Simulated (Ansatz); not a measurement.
Au (fcc (Cu type), space group No. 225) at seven volumes, plane-wave PAW r²SCAN (Ansatz code), scaled uniformly. One row is withheld.

```tsv
V (Å³/atom)	P (GPa)
15.955	?
16.481	11.36
17.007	5.12
17.533	0.00
18.059	-4.20
18.585	-7.57
19.111	-10.18
```

### Question
Fit the shown pressures and predict the withheld one.

### Answer
P = (3/2)B₀(x^(7/2) − x^(5/2))[1 + (3/4)(B′ − 4)(x − 1)] with x = (V₀/V)^(2/3). Least squares on the six rows gives V₀ = 17.530 Å³/atom, B₀ = 153 GPa, B′ = 5.99. At V = 15.955, x = 1.0648 and P = 19.07 GPa. The run itself gave 18.99 GPa.

Space group Fm-3m (fcc (Cu type)). Symmetry was held in the r²SCAN relaxation. Scalar-relativistic: spin–orbit coupling is off unless named, which matters more the heavier the elements.

Potentials: the earlier of the program's two PAW sets.
